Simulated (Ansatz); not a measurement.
## Harmonic thermodynamics of Mg$_{6}$ZrN

Method: Ansatz, DFT PBE, scalar-relativistic, plane waves, PAW. Cutoff 420 eV, 10×10×1 k-points (Γ-centred), Gaussian smearing of 0.10 eV. No spin polarisation. Phonons by linear response, acoustic sum rule imposed.

The cell, relaxed at this level:
```
CELL_PARAMETERS angstrom
3.23352 0.00000 0.00000
0.00000 3.23352 0.00000
0.00000 0.00000 30.98641
ATOMIC_POSITIONS crystal
Mg 0.50000 0.00000 0.60757
Mg 0.00000 0.50000 0.53577
Mg 0.00000 0.50000 0.39243
Mg 0.50000 0.00000 0.46423
Mg 0.00000 0.50000 0.82165
Mg 0.50000 0.00000 0.75086
Mg 0.00000 0.50000 0.67932
Mg 0.00000 0.50000 0.10965
Mg 0.50000 0.00000 0.89035
Mg 0.50000 0.00000 0.17835
Mg 0.00000 0.50000 0.24914
Mg 0.50000 0.00000 0.32068
Zr 0.00000 0.50000 0.96453
Zr 0.50000 0.00000 0.03547
N 0.00000 0.50000 0.03681
N 0.50000 0.00000 0.96319
```

The cell was found from a proposed guess, not taken from experiment. In a metal, frequencies and elastic constants depend on the k mesh and the smearing, soft modes and shear constants most. The q mesh is coarse, so values between its points are rough.

Force constants from linear response on a 2×2×1 q mesh, interpolated to a fine mesh.

Phonon density of states, in bins of 10 cm⁻¹:
(bin centre (cm⁻¹), share of modes (%)): (5, 0.0), (15, 0.0), (25, 0.1), (35, 0.2), (45, 0.3), (55, 0.5), (65, 0.7), (75, 0.9), (85, 1.3), (95, 1.8), (105, 2.4), (115, 3.7), (125, 4.4), (135, 5.6), (145, 6.2), (155, 7.0), (165, 8.2), (175, 6.9), (185, 6.2), (195, 5.5), (205, 4.7), (215, 6.2), (225, 7.0), (235, 3.6), (245, 2.0), (255, 1.8), (265, 0.4), (275, 0.0), (285, 0.0), (295, 0.0), (305, 0.0), (315, 0.0), (325, 0.0), (335, 0.0), (345, 0.0), (355, 0.2), (365, 0.2), (375, 0.2), (385, 0.2), (395, 0.6), (405, 0.9), (415, 1.8), (425, 0.1), (435, 0.0), (445, 0.2), (455, 0.7), (465, 2.1), (475, 2.9), (485, 2.4), (495, 0.0)

Q: How much zero-point energy does an atom carry?

A: 38.3 meV.

Q: How large are the vibrational entropy and heat capacity at 300 K?

A: S = 3.49 k_B and C_V = 2.73 k_B per atom, 91 % of the Dulong–Petit value.

Q: Tabulate them against temperature.

A:
| T (K) | F_vib (meV/atom) | S (k_B/atom) | C_V (k_B/atom) |
| --- | --- | --- | --- |
| 100 | 35.6 | 0.98 | 1.65 |
| 200 | 20.6 | 2.43 | 2.47 |
| 300 | -5.2 | 3.49 | 2.73 |
| 400 | -38.9 | 4.29 | 2.84 |
| 500 | -78.7 | 4.93 | 2.90 |
| 600 | -123.6 | 5.47 | 2.93 |
| 700 | -172.7 | 5.92 | 2.95 |
| 800 | -225.4 | 6.31 | 2.96 |
| 900 | -281.4 | 6.66 | 2.97 |
| 1000 | -340.1 | 6.97 | 2.97 |
